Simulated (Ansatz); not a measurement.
Level of theory: Ansatz 0.2.0, DFT PBE, scalar-relativistic, plane waves, PAW. All cells share a 420 eV cutoff and Γ-centred k meshes spaced at most about 0.3 Å⁻¹ (about 0.25 or finer for metals, 2π included). Collinear spin in cells that started with moments and kept them past the coarse steps, no spin elsewhere.

Temperature and zero-point effects are left out.

Two relaxed structures of Na2N:

A. (site moments N 1.0 μB)

```yaml
crystal:
  lattice:
    - [3.71376, 0.00000, 0.00000]
    - [-1.85688, 3.21621, 0.00000]
    - [0.00000, 0.00000, 5.51848]
  atoms:
    - { symbol: Na, position: [0.66667, 0.33333, 0.69894] }
    - { symbol: Na, position: [0.33333, 0.66667, 0.30106] }
    - { symbol: N, position: [0.00000, 0.00000, 0.50000] }
```

B. (site moments N 0.9 μB)

```yaml
crystal:
  lattice:
    - [0.00000, 2.93303, 2.93303]
    - [2.93303, 0.00000, 2.93303]
    - [2.93303, 2.93303, 0.00000]
  atoms:
    - { symbol: Na, position: [0.25000, 0.25000, 0.25000] }
    - { symbol: Na, position: [0.75000, 0.75000, 0.75000] }
    - { symbol: N, position: [0.00000, 0.00000, 0.00000] }
```

Question: Which is lower in energy, and by how much?

Answer: B is lower, by 82 meV/atom. A has the anti-cadmium iodide type, space group P-3m1 (No. 164), 22.0 Å³/atom and no gap on its mesh; B has the anti-fluorite type, space group Fm-3m (No. 225), 16.8 Å³/atom and no gap. Counting N atoms around Na (those within 1.25 times the shortest such distance or 1.15 times the sum of covalent radii, 1.27 where that leaves under three), A has Na 3 and B has Na 4. The denser one is the lower, and pressure would at first widen the difference. Even the lower one lies +0.49 eV/atom against the reference forms of the elements (uncorrected), so neither is stable at this level. In A, Na is surrounded by 3 N at 2.41 Å and 3 Na at 3.07 Å; N is surrounded by 6 Na at 2.41 Å. In B, Na is surrounded by 4 N at 2.54 Å and 6 Na at 2.93 Å; N is surrounded by 8 Na at 2.54 Å. Both come from invented guesses.

Another magnetic order may lie lower. Cells relaxed within their symmetry can be saddle points.
